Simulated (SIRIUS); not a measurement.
Checking a run of SIRIUS on Mo₂N (R-3m, 3 atoms in the cell; from Materials Project mp-1221525, lattice scaled a little). The aim is a self-consistent single point with DFT, PBEsol, plane waves, PseudoDojo 0.4 standard norm-conserving PBEsol (tails mended) pseudopotentials.

This input was run:

```json
# run as: sirius.scf --output=output.json
# file: sirius.json
{
  "control": {
    "processing_unit": "cpu",
    "verbosity": 2,
    "num_bands_to_print": 1000,
    "print_forces": true,
    "print_stress": true,
    "spglib_tolerance": 0.0001
  },
  "parameters": {
    "electronic_structure_method": "pseudopotential",
    "xc_functionals": ["XC_GGA_X_PBE_SOL", "XC_GGA_C_PBE_SOL"],
    "gk_cutoff": 9.165,
    "pw_cutoff": 18.331,
    "ngridk": [9, 9, 9],
    "shiftk": [1, 1, 1],
    "smearing": "fermi_dirac",
    "smearing_width": 0.00183747,
    "num_bands": 21,
    "num_mag_dims": 0,
    "max_iter": 100,
    "energy_tol": 1e-07,
    "density_tol": 1e-06
  },
  "mixer": {
    "type": "anderson",
    "beta": 0.3,
    "use_hartree": false
  },
  "unit_cell": {
    "lattice_vectors": [
      [0.2733147302, 0.1577982727, 0.9488934167],
      [-0.2733147302, 0.1577982727, 0.9488934167],
      [0.0, -0.3155965454, 0.9488934167]
    ],
    "lattice_vectors_scale": 9.741549,
    "atom_coordinate_units": "au",
    "atom_types": ["Mo", "N"],
    "atom_files": {
      "Mo": "Mo.upf.json",
      "N": "N.upf.json"
    },
    "atoms": {
      "Mo": [
        [-0.0, -0.0, 6.7356008417],
        [0.0, -0.0, 20.9954743022]
      ],
      "N": [
        [0.0, 0.0, 0.0]
      ]
    }
  }
}
```

The program printed (abridged):

```
Warning in function "compose_json" at src/context/simulation_parameters.cpp:107
The following configuration parameters were not recognized and ignored: max_iter
[info] SIRIUS version : 7.12.0
[fft] FFT context for density and potential
[fft] =====================================
   [... lines left out ...]
[print_info]   ik                vk                    weight  num_gkvec
[print_info]    0   0.0556   0.0556   0.0556         0.002743       2958
[print_info]    1   0.1667   0.0556   0.0556         0.008230       2953
[print_info]    2   0.2778   0.0556   0.0556         0.008230       2940
[print_info]    3   0.3889   0.0556   0.0556         0.008230       2954
[print_info]    4   0.5000   0.0556   0.0556         0.008230       2949
[print_info]    5  -0.3889   0.0556   0.0556         0.008230       2944
[print_info]    6  -0.2778   0.0556   0.0556         0.008230       2952
[print_info]    7  -0.1667   0.0556   0.0556         0.008230       2939
[print_info]    8  -0.0556   0.0556   0.0556         0.008230       2949
[print_info]    9   0.1667   0.1667   0.0556         0.008230       2945
[print_info]   10   0.2778   0.1667   0.0556         0.016461       2941
[print_info]   11   0.3889   0.1667   0.0556         0.016461       2949
[print_info]  ... 73 more k-points
Warning in function "initial_density_pseudo" at src/density/density.cpp:335
wrong initial charge density
  integral of the density : 32.9999942784
  target number of electrons : 33
[find] density tolerance         : 1e-06
[find] total energy tolerance    : 1e-07
[find] iter_solver_tol (initial) : 0.01
[find] iter_solver_tol (target)  : 1e-13
[find] num_dft_iter              : 100
Charges and magnetic moments
--------------------------------------------------------------------------------
total charge          : 33.000000
[find] | SCF iteration   0 out of 100|
[diagonalize] iterative solver tolerance (occupied, empty): 0.01 0.01
[diagonalize] average number of iterations: 2
[find] Charges and magnetic moments
[find] total charge          : 33.000000
[find] Energy
   [... lines left out ...]
[find] total charge          : 33.000000
[find] Energy
[find] smearing (-TS)                 :      -0.00053571
[find] Total energy                   :    -150.92632926 (Ha),    -301.85265852 (Ry)
[find] Free energy (E-TS)             :    -150.92686497 (Ha),    -301.85372993 (Ry)
[find] band gap (eV)                  :       0.00000000
[find] Efermi                         :       0.82802965
[find] iteration : 21, RMS (target) : 8.8004e-07 (1.0000e-06) , energy difference (target) : -2.1032e-10 (1.0000e-07)
[find] bands are converged : true
[find] iterative solver converged : false
[find] converged after 22 SCF iterations!
[find] Charges and magnetic moments
[find] total charge          : 33.000000
[find] Energy
[find] smearing (-TS)                 :      -0.00053571
[find] Total energy                   :    -150.92632926 (Ha),    -301.85265852 (Ry)
[find] Free energy (E-TS)             :    -150.92686497 (Ha),    -301.85372993 (Ry)
[find] band gap (eV)                  :       0.00000000
[find] Efermi                         :       0.82802965
[ground_state] === stress tensor components [kbar] ===
[ground_state] === stress_total ===
[ground_state]  -187.367189    0.000000   -0.000000
[ground_state]     0.000000 -187.367332    0.000000
[ground_state]    -0.000000    0.000000 -149.581813
[ground_state] ==== total Forces in Ha/bohr =====
[ground_state] atom:    0, force:       0.0000000      0.0000000     -0.0022292
[ground_state] atom:    1, force:       0.0000000     -0.0000000      0.0022292
[ground_state] atom:    2, force:       0.0000000      0.0000000      0.0000000
```

Problem. Is anything amiss in this input, and did it matter?

Solution. The results can be used. The input holds a mistyped keyword, which the program passes over without stopping, which can do harm: the typed value never acts, and the default of the key that was meant is used in its place. Here it did none. The run converged in 22 iterations, and against the sound input the free energy stays essentially unchanged (within 1 meV/atom), the pressure stays at 17.48 GPa and the largest force stays at 0.115 eV/Å. The full log also holds: “The following configuration parameters were not recognized and ignored: max_iter”.

An input that runs soundly differs in these lines (not the only fix; some lines may just follow from the change or write a value another way):
```diff
-    "max_iter": 100,
+    "num_dft_iter": 100,
```

With that input, the run converged in 22 iterations: free energy E − TS -4106.9292 eV; Fermi level (on the code's own zero) 22.53 eV; pressure 17.48 GPa; largest force (vector length) 0.115 eV/Å (DFT, PBEsol, plane waves, PseudoDojo 0.4 standard norm-conserving PBEsol (tails mended) pseudopotentials).

The structure comes from a collection of computed structures, made at another level of theory; the collection holds predicted forms beside known ones. Its lattice was then scaled. No clean gap shows at this smearing width and mesh (spacing up to 0.29 Å⁻¹); the mesh is coarse for partly filled bands, so the values carry mesh errors.

SIRIUS prints the stress tensor with tension positive.

“Tails mended”: in these copies of the files the far tail of each local potential was reset to the Coulomb form.
